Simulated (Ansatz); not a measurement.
A geometry of In2Se3 away from equilibrium: step 2 of the relaxation of a generated cell, In2Se3 placed in the stibnite structure type. All values below come from r2SCAN (plane waves to 500 eV, PAW, scalar-relativistic; Ansatz, a quantum-chemistry and plane-wave program). Γ-centred k-mesh 2×5×2 on the run's cell (coarser than for final values), Fermi–Dirac smearing 0.05 eV.

```xyz
20
Lattice="11.6457 0.0000 0.0000 0.0000 3.9455 0.0000 0.0000 0.0000 11.2796" Properties=species:S:1:pos:R:3:forces:R:3 pbc="T T T" free_energy=-110640.768 pressure_GPa=-0.6
In    11.3249     0.9864     1.9696    0.0609    0.0000   -0.2244
In     5.5020     0.9864     3.6702    0.0609    0.0000    0.2244
In     0.3208     2.9591     9.3100   -0.0609    0.0000    0.2244
In     6.1437     2.9591     7.6095   -0.0609    0.0000   -0.2244
In     7.5231     0.9864    10.8844   -0.2262    0.0000    0.0314
In     1.7002     0.9864     6.0350   -0.2262    0.0000   -0.0314
In     4.1226     2.9591     0.3952    0.2262    0.0000   -0.0314
In     9.9455     2.9591     5.2446    0.2262    0.0000    0.0314
Se     3.3095     0.9864     2.0534    0.0927    0.0000   -0.3551
Se     9.1323     0.9864     3.5864    0.0927    0.0000    0.3551
Se     8.3362     2.9591     9.2262   -0.0927    0.0000    0.3551
Se     2.5134     2.9591     7.6932   -0.0927    0.0000   -0.3551
Se     5.0640     0.9864     9.8173   -0.4097    0.0000   -0.2590
Se    10.8868     0.9864     7.1022   -0.4097    0.0000    0.2590
Se     6.5817     2.9591     1.4624    0.4097    0.0000    0.2590
Se     0.7589     2.9591     4.1775    0.4097    0.0000   -0.2590
Se     7.2570     0.9864     6.2309   -0.1427    0.0000   -0.1999
Se     1.4342     0.9864    10.6885   -0.1427    0.0000    0.1999
Se     4.3886     2.9591     5.0487    0.1427    0.0000    0.1999
Se    10.2115     2.9591     0.5911    0.1427    0.0000   -0.1999
```

Positions in Å, forces in eV/Å, free energy of the cell in eV (comparable only within this code, potentials and settings). Largest force: 0.48 eV/Å, on Se13, Se14, Se15, Se16 (atoms numbered as listed); the geometry lies 0.21 eV/atom above the end of its relaxation.

No spin polarisation in the result. No dispersion correction is included, so spacings between layers, chains or molecules are soft and tend to come out too large.

The run could not lose the symmetry of its start: the end is stationary, and may be a saddle point rather than a minimum.

The end of the path is a generated cell of In2Se3: the first start was made by placing the elements on the sites of a structure type, and the end was not matched to a known phase here, so it may be hypothetical.
